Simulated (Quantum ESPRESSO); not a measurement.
# AlZrMg4Sn2: a guest atom moved from site to site

A calculation, not a measurement. The program is pw.x of Quantum ESPRESSO 7.5 (plane-wave density functional theory). The cell is made up: eight metal atoms on a face-centred cubic lattice, with elements, volume, strain and displacements drawn at random and not relaxed, so it may be unstable or far from any real phase. PseudoDojo standard norm-conserving files set the functional (PBE unless stated); there is no spin polarisation or spin-orbit coupling, the Fermi-Dirac width of 0.25 eV means electrons at about 2900 K, and the masses in the input are unused placeholders. The tin pseudopotential is less sure than most, with forces differing by about three percent from a second method on plain tin. A spin test at this wide smearing found no moment, but such smearing suppresses magnetism that the real alloy may have.

The runs move one Al atom among sites that otherwise hold Mg. Cell, positions, cutoff, mesh and smearing stay as in the input of run 1; sites are counted in its order. Stress in the tables is positive in tension.

Input of run 1:

```
&control calculation='scf', pseudo_dir='./dojo.nc.sr.pbe.v0_5.standard.upf', outdir='./o', disk_io='medium', tprnfor=.true., tstress=.true. /
&system ibrav=0, nat=8, ntyp=4, nbnd=51, ecutwfc=84.00895049, nosym=.true., tot_charge=0,
 occupations='smearing', smearing='fd', degauss=0.0183746611
/
&electrons conv_thr=1.470e-08, electron_maxstep=70, mixing_beta=0.5 /
ATOMIC_SPECIES
Al 1.0 Al.upf
Mg 1.0 Mg.upf
Sn 1.0 Sn.upf
Zr 1.0 Zr.upf
CELL_PARAMETERS angstrom
-4.2786 0.0277 0.0526
-2.0853 -4.3625 -2.1694
-2.1905 -4.243 6.3747
ATOMIC_POSITIONS angstrom
Al -0.0233 -0.0069 -0.0961
Zr -2.0961 -4.2961 2.1101
Mg -2.076 -2.1951 0.2277
Mg -4.4271 -6.4277 2.0308
Sn -4.2836 -4.1455 4.2567
Mg -4.3396 -3.9845 -0.0317
Sn -4.305 -2.0721 2.1599
Mg -6.5486 -6.5105 4.2689
K_POINTS automatic
6 5 3 1 1 1
```

| run | elements on sites 1 to 8 | free energy less that of run 1 (eV) | -TS (eV) | pressure (GPa) | stress xx (GPa) | stress yy (GPa) | stress zz (GPa) | stress yz (GPa) | stress xz (GPa) | stress xy (GPa) | iterations |
| --- | --- | --- | --- | --- | --- | --- | --- | --- | --- | --- | --- |
| 1 | Al Zr Mg Mg Sn Mg Sn Mg | 0.000 | -0.826 | 9.46 | -6.03 | -9.99 | -12.38 | 2.16 | -1.49 | -0.10 | 11 |
| 2 | Mg Zr Al Mg Sn Mg Sn Mg | -0.339 | -0.828 | 8.91 | -5.15 | -10.59 | -10.99 | 1.81 | -1.65 | -0.37 | 11 |
| 3 | Mg Zr Mg Al Sn Mg Sn Mg | -0.297 | -0.788 | 8.94 | -4.96 | -10.16 | -11.70 | 2.60 | -1.51 | -0.38 | 11 |
| 4 | Mg Zr Mg Mg Sn Al Sn Mg | -0.473 | -0.796 | 8.91 | -5.53 | -11.67 | -9.53 | 1.95 | -1.77 | -0.41 | 11 |
| 5 | Mg Zr Mg Mg Sn Mg Sn Al | -0.380 | -0.799 | 8.81 | -6.27 | -10.74 | -9.42 | 1.40 | -1.79 | -0.18 | 11 |

Forces Fx Fy Fz (eV/Å):

| site | run 1 | run 2 | run 3 | run 4 | run 5 |
| --- | --- | --- | --- | --- | --- |
| 1 | -0.02 0.03 0.47 | -0.03 -0.29 0.42 | 0.00 0.06 0.26 | 0.02 -0.05 0.53 | 0.03 0.10 0.27 |
| 2 | -0.77 -0.23 0.32 | -0.80 0.12 0.02 | -0.68 -0.71 0.80 | -0.76 -0.27 -0.30 | -0.84 -0.64 0.91 |
| 3 | -0.68 1.10 -1.19 | -0.61 0.47 -0.96 | -0.69 0.95 -1.18 | -0.70 0.72 -1.10 | -0.69 0.89 -1.37 |
| 4 | 0.96 0.16 0.27 | 0.95 0.27 0.19 | 0.72 0.48 0.07 | 0.95 0.36 0.09 | 0.96 0.31 0.36 |
| 5 | -0.31 -1.13 0.21 | -0.35 -1.13 0.27 | -0.25 -1.16 0.35 | -0.35 -1.20 0.29 | -0.31 -1.17 0.28 |
| 6 | 0.47 -1.35 0.09 | 0.49 -1.11 0.16 | 0.49 -1.27 0.29 | 0.41 -0.83 0.59 | 0.51 -0.98 0.03 |
| 7 | 0.10 0.90 0.09 | 0.06 0.93 0.05 | 0.13 0.92 -0.05 | 0.11 0.76 0.00 | 0.10 0.91 -0.05 |
| 8 | 0.26 0.52 -0.26 | 0.29 0.74 -0.16 | 0.28 0.74 -0.54 | 0.32 0.51 -0.10 | 0.24 0.58 -0.42 |

The sites are displaced and not relaxed, so the energy differences hold strain from misfit and are not ordering energies. A rerun of one cell of this series at a higher cutoff and on a denser mesh moved values by no more than 0.019 eV in energy, 0.12 GPa in stress and 0.017 eV/Å in force, and a second program with other atomic files agreed on that cell to 2 % rms in force and 0.5 GPa in pressure.